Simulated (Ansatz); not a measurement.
# NaMnF₃, several self-consistent solutions

```
Na Mn F
1.0
     5.74700    0.00000    0.00000
     0.00000    8.00400    0.00000
     0.00000    0.00000    5.54800
Na Mn F
4 4 12
Cartesian
  0.3057 2.0010 0.0411
  2.5678 6.0030 2.8151
  3.1792 2.0010 2.7329
  5.4413 6.0030 5.5069
  2.8735 4.0020 0.0000
  0.0000 4.0020 2.7740
  0.0000 0.0000 2.7740
  2.8735 0.0000 0.0000
  2.5666 2.0010 0.6702
  0.3069 6.0030 3.4442
  5.4401 2.0010 2.1038
  3.1804 6.0030 4.8778
  1.1120 4.4646 1.0408
  1.7615 3.5394 3.8148
  3.9855 7.5414 1.7332
  4.6350 0.4626 4.5072
  4.6350 3.5394 4.5072
  3.9855 4.4646 1.7332
  1.7615 0.4626 3.8148
  1.1120 7.5414 1.0408
```

Computed with plane-wave PAW DFT (Ansatz 0.2.0): r2SCAN, 500 eV cutoff, 4×3×4 Γ-centred mesh, fermi-dirac occupations of width 0.050 eV. The atoms are fixed and numbered as listed; spin is collinear, without spin-orbit coupling.

The cycle has several fixed points for this cell. Moments (μB):

| state | Mn5 | Mn6 | Mn7 | Mn8 | other atoms together | size of the net moment a cell |
| --- | --- | --- | --- | --- | --- | --- |
| A | 4.23 | 4.23 | -4.23 | -4.23 | 0.00 | 0.00 |
| B | 0.00 | 0.00 | 0.00 | 0.00 | 0.00 | 0.00 |
| C | 4.24 | 4.24 | 4.24 | 4.24 | 0.80 | 20.00 |
| D | 4.23 | 4.24 | 4.22 | -4.21 | 0.40 | 10.00 |
| E | 4.22 | -4.22 | -4.22 | 4.22 | 0.00 | 0.00 |
| F | 4.21 | -4.21 | 4.21 | -4.21 | 0.00 | 0.00 |

Site moments are taken in small spheres that don't touch (radius about 0.4 of the atom's shortest bond), so those of the magnetic atoms read low, and they needn't add up to the net moment. State B was run without spin polarisation.

Q: Which state has the lowest energy at zero smearing, and how far up are the others?

A: State F (antiparallel, compensated) is lowest; E (antiparallel, compensated) lies 2.1 meV above it, D (antiparallel, not compensated) lies 3.6 meV above it, A (antiparallel, compensated) lies 5.1 meV above it, C (parallel moments) lies 7.2 meV above it, B (without moments) lies 778 meV above it, all counted an atom of the cell.

Q: Which states have a gap on the mesh, and what pressure does each exert on this cell?

A: A: gap 2.29 eV, -0.5 GPa; B: no gap, -12.2 GPa; C: gap 1.97 eV, -0.4 GPa; D: gap 2.15 eV, -0.6 GPa; E: gap 2.78 eV, -0.7 GPa; F: gap 3.09 eV, -0.8 GPa (positive in compression). Moments take up room: without them the pressure is lower, so that state wants a smaller cell.

Q: Compare the parallel order C with the antiparallel order F.

A: Between C and F the moments keep their size (4.24 against 4.21 μB in the mean), so the difference mostly measures the exchange between the flipped sites: the antiparallel order gains 36 meV for each Mn atom. The nearest flipped pair stands 3.99 Å apart. Flipped pairs are linked through F; the widest Mn–F–Mn angle among the nearer links is 143°, at 3.99 Å between the metal atoms.

Q: How much does the cell gain by forming moments?

A: 778 meV an atom of the cell, or 3892 meV for each Mn atom, against state B, which has none. A run without spin would miss this and give wrong energies and forces. That state isn't the paramagnet, which keeps its moments, so this is no ordering energy.

Of 5 runs begun from atoms with typed moments, each in a different pattern, 1 ended in state F: one start isn't enough to call a state the ground state.

The cell is that of a Crystallography Open Database entry, unchanged.

Caveats: only orders that fit this cell and collinear spins were tried, so the true order may need a larger cell or canted moments; atoms and cell are not relaxed, and each state would relax in its own way; semilocal functionals without U often misplace the states of 3d oxides, halides and chalcogenides; the k mesh is coarse, so differences of a few meV are uncertain where a state is a metal; one start a pattern, so a lower state of the same pattern may exist.
